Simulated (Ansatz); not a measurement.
Given:

ZnPt3:
```cif
data_Pt3Zn
_chemical_formula_sum 'Zn1 Pt3'
_space_group_name_H-M_alt 'Pm-3m'
_space_group_IT_number 221
_space_group_name_Hall '-P 4 2 3'
_cell_length_a 3.89449
_cell_length_b 3.89449
_cell_length_c 3.89449
_cell_angle_alpha 90.000
_cell_angle_beta 90.000
_cell_angle_gamma 90.000
loop_
_atom_site_label
_atom_site_type_symbol
_atom_site_symmetry_multiplicity
_atom_site_Wyckoff_symbol
_atom_site_fract_x
_atom_site_fract_y
_atom_site_fract_z
_atom_site_occupancy
Zn1 Zn 1 a 0.00000 0.00000 0.00000 1
Pt1 Pt 3 c 0.00000 0.50000 0.50000 1
```

This is the r²SCAN-relaxed structure.

Q: All from r²SCAN in the plane-wave PAW code Ansatz, unless another level is named. Estimate the formation energy from the elements (no fitted shifts).

A: -0.37 eV/atom.

Q: Give the density of states at the Fermi level.

A: 0.98 states/eV per atom (mean over ±0.08 eV).

The workflow started from a Materials Project entry (that database holds measured and hypothetical structures alike); the Crystallography Open Database files this formula in space group No. 221, but the cells were not matched. Whether it is the stable phase at ambient conditions was not checked. The r²SCAN relaxation kept the symmetry of its start; its stability against distortions is not shown here. The run is not spin-polarised. The references are the lowest solids computed at this level, not always the standard phases. Spin–orbit coupling is left out wherever it is not named.

Potentials: the later of the program's two PAW sets.
